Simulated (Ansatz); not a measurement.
**Is this HoMoN₂ structure a true minimum?**

It was reached by relaxing an invented guess, and it needn't be the stable form of this composition.

Computed with Ansatz, DFT PBE, scalar-relativistic, plane waves, PAW, and for the lanthanide a 4f-in-core norm-conserving potential. Plane waves to 690 eV, a k mesh through Γ of 10×10×12 on the computed 4-atom cell and Gaussian smearing (0.10 eV); no spin polarisation.

The cell below (4 atoms, space group P4/mmm (No. 123)) is relaxed within its symmetry.

```xyz
4
Lattice="3.9891 0.0000 0.0000 0.0000 3.9891 0.0000 0.0000 0.0000 3.2131" Properties=species:S:1:pos:R:3 pbc="T T T"
Ho    1.9946    1.9946    0.0000
Mo    0.0000    0.0000    1.6066
N     1.9946    0.0000    1.6066
N     0.0000    1.9946    1.6066
```

For the test a repeat of it with 8 atoms (edges 3.99, 3.99, 6.43 Å) was strained at random (σ = 1.5 % a component), the atoms were moved at random (σ = 0.05 Å), and all was relaxed again on a coarse 6×6×4 mesh (in the run’s order of axes) with 0.20 eV smearing, with no symmetry imposed.

Trial moments died out on the coarse mesh, so the last step has no spin; another magnetic start might hold.

Question: Does it come back?

Answer: It returns, within 1 meV/atom of the unmoved cell on that mesh and with the same symmetry when read at 0.1 Å. So it is stable against the distortions that fit this cell and that this random move excites. Modes that don't fit the cell aren't tested.

The lanthanide is trivalent by construction, without f bands, f moments or other valences.
